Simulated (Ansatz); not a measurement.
## Computed properties of Bi₂Te₃

Bi$_{2}$Te$_{3}$:
```xyz
5
Lattice="4.4079 0.0000 0.0000 -2.2040 3.8174 0.0000 0.0000 0.0000 11.0138" Properties=species:S:1:pos:R:3 pbc="T T T"
Bi     0.0000     2.5449     2.0570
Bi     2.2040     1.2725     8.9567
Te     0.0000     0.0000     0.0000
Te     0.0000     2.5449     7.2454
Te     2.2040     1.2725     3.7684
```

Space group P-3m1 (No. 164), La2O3 or Ni2Al3 type; conventional cell a = 4.4079 Å, b = 4.4079 Å, c = 11.0138 Å, α = 90.00°, β = 90.00°, γ = 120.00°.

Method: r²SCAN (plane waves, PAW; program Ansatz). Structure relaxed to zero pressure with the same functional. Other levels are named where they apply.

**Cell and energy**

```yaml
volume_per_atom: 37.07 Å³
density: 7.17 g/cm³
Formation energy from the elements (no fitted shifts): -0.27 eV/atom
```

**Electronic structure**

```yaml
band_gap: 1.01 eV (smallest direct gap 1.02 eV)
valence_band_maximum: off the standard path, at k = (0.000, 0.130, 0.383) in fractions of the reciprocal vectors
conduction_band_minimum: at Γ
electron_effective_mass: 0.099, 0.099, 0.90 mₑ (principal values)
hole_effective_mass: 0.24, 0.45, 0.91 mₑ (principal values)
HSE06 gap on the r²SCAN cell: 1.17 eV
Gap with spin–orbit coupling: 0.07 eV
```

**Charges**

```yaml
bader_charges: Bi +0.80, Te -0.69 to -0.45 e
```

A made-up cell: these elements were put on the sites of a structure type; neither database checked (COD, Materials Project) lists it. It is not the phase usual at ambient conditions (space group No. 166). The cell was relaxed with r²SCAN under the symmetry of its start; whether a distortion lowers the energy is not shown. The references are the lowest solids computed at this level, not always the standard phases. Scalar-relativistic: spin–orbit coupling is off unless named, which matters more the heavier the elements.

Potentials: the later of the program's two PAW sets.
